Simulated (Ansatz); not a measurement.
AlRu₂C in space group P6_3/mmc (No. 194; Al on 2d, Ru on 4f, C on 2a), plane-wave PAW PBEsol (Ansatz code), all energies at zero smearing, with the estimated change up to a 700 eV cutoff added, with one set of potentials and settings (totals compare only within such a set). Cell of 8 atoms (2 Al, 4 Ru, 2 C): -24808.386 eV.

| element | reference phase | E (eV/atom) |
|---|---|---|
| Al | Fm-3m, 1 atoms in the cell | -524.5512 |
| Ru | P6_3/mmc, 2 atoms in the cell | -5816.5470 |
| C | P6_3/mmc, 4 atoms in the cell | -246.6953 |

Formation energy per atom, worked out: (-24808.386 − 2×(-524.5512) − 4×(-5816.5470) − 2×(-246.6953))/8 = 0.037 eV/atom (4 kJ per mol of atoms), at 0 K, without zero-point energy or fitted corrections.

The start of the workflow was typed in or built on a structure type; neither database checked (COD, Materials Project) lists it. Its standing as an ambient phase is unchecked. The cell was relaxed with PBEsol under the symmetry of its start; its stability against distortions is not shown here. The run is not spin-polarised. The references are the lowest solids computed at this level, not always the standard phases.

Potentials: the earlier of the program's two PAW sets. The files were generated under PBE; for other functionals the program regenerates the frozen cores, and for LDA and PBEsol the local potential too.
